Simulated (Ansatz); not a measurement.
FeNi₃ (Cu3Au type, Pm-3m), PBE in the plane-wave PAW code Ansatz, all energies at zero smearing, with the estimated change up to a 700 eV cutoff added, with one set of potentials and settings (totals compare only within such a set). Cell of 4 atoms (1 Fe, 3 Ni): -22000.020 eV.

```csv
element,reference phase,E (eV/atom)
Fe,"Im-3m, 1 atoms in the cell, spin-polarised",-4480.4888
Ni,"Fm-3m, 1 atoms in the cell, spin-polarised",-5839.7239
```

Formation energy per atom, worked out: (-22000.020 − 1×(-4480.4888) − 3×(-5839.7239))/4 = -0.090 eV/atom (-9 kJ per mol of atoms), at 0 K, without zero-point energy or fitted corrections.

Symmetry was held in the PBE relaxation. The final state is ferromagnetic, chosen from 5 collinear starts compared on coarse meshes (ties went to the first, and starts can fall back to one state), not a proven ground state. Textbook magnetic order: ferromagnetic. The references are the lowest solids computed at this level, not always the standard phases.

Potentials: the later of the program's two PAW sets.
